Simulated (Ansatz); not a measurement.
# Stability checks on a candidate for Zn2CdO3

The cell was found from a structure generator's guess, not taken from experiment.

The calculation used DFT PBE, scalar-relativistic, plane waves, PAW (Ansatz). Cutoff 420 eV, Γ-centred 14×14×14 mesh (6-atom cell), Gaussian smearing of 0.01 eV, no spin polarisation.

```cif
data_structure
_symmetry_space_group_name_H-M 'P 1'
_symmetry_Int_Tables_number 1
_cell_length_a 7.6394
_cell_length_b 7.6394
_cell_length_c 7.6394
_cell_angle_alpha 154.568
_cell_angle_beta 154.568
_cell_angle_gamma 36.275
_cell_volume 82.12
loop_
_atom_site_label
_atom_site_type_symbol
_atom_site_fract_x
_atom_site_fract_y
_atom_site_fract_z
_atom_site_occupancy
Zn1 Zn 0.82571 0.82571 0.00000 1
Zn2 Zn 0.17429 0.17429 0.00000 1
Cd1 Cd 0.50000 0.50000 0.00000 1
O1 O 0.40126 0.90126 0.50000 1
O2 O 0.09874 0.59874 0.50000 1
O3 O 0.75000 0.25000 0.50000 1
```

The zero of energy is the elements' standard structures at the same level (O₂ as a molecule); no fitted shifts are applied.

**Question.** These tests were run: energy against the elements; phonons at Γ; elastic tensor. What do they show?

**Answer.**

| test | result |
| --- | --- |
| energy against the elements | −1.259 eV/atom |
| phonons at Γ | lowest optical mode 77 cm⁻¹ |
| elastic tensor | least eigenvalue 16 GPa |

It fails none of these tests. Other phases of the system weren't compared here, so this isn't yet thermodynamic stability. Phonons away from Γ weren't computed.

The run for the phonons used a 14×14×14 k mesh. The run for the elastic tensor used a 14×14×14 k mesh.
